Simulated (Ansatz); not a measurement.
Cu (fcc)

Method: PBE with spin–orbit coupling; two-component spinors; PAW, 420 eV, 20×20×20 k-mesh, Gaussian smearing of 0.05 eV; code Ansatz; PAW files: Ansatz's generated set soft_2.

```
CELL_PARAMETERS angstrom
0.00000 1.81478 1.81478
1.81478 0.00000 1.81478
1.81478 1.81478 0.00000
ATOMIC_POSITIONS crystal
Cu 0.00000 0.00000 0.00000
```

Cell and atoms are those of this level's equilibrium.

```json
{"Space group": "Fm-3m (No. 225)", "Volume": "11.95 Å³/atom", "Band gap": "zero (metallic)", "Density of states at the Fermi level": "0.31 states/(eV·atom)", "Magnetic state": "non-magnetic", "Site spin moments": "none"}
```

The calculation's cell holds 19 valence electrons, an odd number. Without magnetic order each Kramers pair of bands takes two, so one stays part-filled and the crystal must be a metal. (Only strong correlation, outside this picture, could make a Mott insulator of it.)

**The experiment.** The Crystallography Open Database holds a measured cell of cubic Cu (space group Fm-3m) at 293 K (1988, doi:10.1007/BF01174717): a = 3.613 Å, 11.79 Å³/atom.

**Comparison.** The computed cell (3.630 Å, 11.95 Å³/atom) differs from the database's by +1.4 % in volume, about +0.5 % in length. PBE usually overestimates volumes by a few per cent.
